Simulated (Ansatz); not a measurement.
TaN, DFT, LDA, PAW with Ansatz's default frozen-core files, scalar-relativistic (Ansatz 0.2.0), run on 2 threads of Arm Neoverse V1 on a shared host.

The cell comes from COD entry 1539256, which wasn't checked; take it as a given geometry. The listed cell was then made from it by scaling, straining or moving an atom.

Command: `ansatz run input.yaml --threads 2 --pin off --max-ram 8192MiB --backend cpu --events-out ev --progress --plain --runs-dir out`

```yaml
crystal:
  lattice:
    - [5.2368492484, 0.0, 0.0]
    - [-2.6184246242, 4.5352444848, 0.0]
    - [0.0, 0.0, 2.908]
  atoms:
    - { symbol: Ta, position: [0.0, 0.0, 0.0] }
    - { symbol: Ta, position: [0.3333333333, 0.6666666667, 0.5] }
    - { symbol: Ta, position: [0.6666666667, 0.3333333333, 0.5] }
    - { symbol: "N", position: [0.5, 0.0, 0.0] }
    - { symbol: "N", position: [0.5, 0.5, 0.0] }
    - { symbol: "N", position: [0.0, 0.5, 0.0] }
kpoints:
  mp_grid: { grid: [5, 5, 8] }
scf:
  occupations: { method: fermi_dirac, width: 0.03 }
hamiltonian:
  xc: lda
  pseudopotentials: { kind: paw }
output:
  forces: true
  stress: true
  eigenvalues: true
  efg: { contact_densities: true }
```

How large is the problem that the program sets up?

25 irreducible k-points, 1299 plane waves at Γ, 33 bands.

Estimate the wall time and the peak memory.

3.1 s of wall time for 7 SCF iterations, with a peak of 0.4 GiB. Times on shared machines scatter by tens of per cent.

And the same cell and mesh by all-electron PAW (datasets made for this crystal), asked for forces, stress, eigenvalues, efg, on the same hardware?

25 s, peak memory 0.97 GiB.
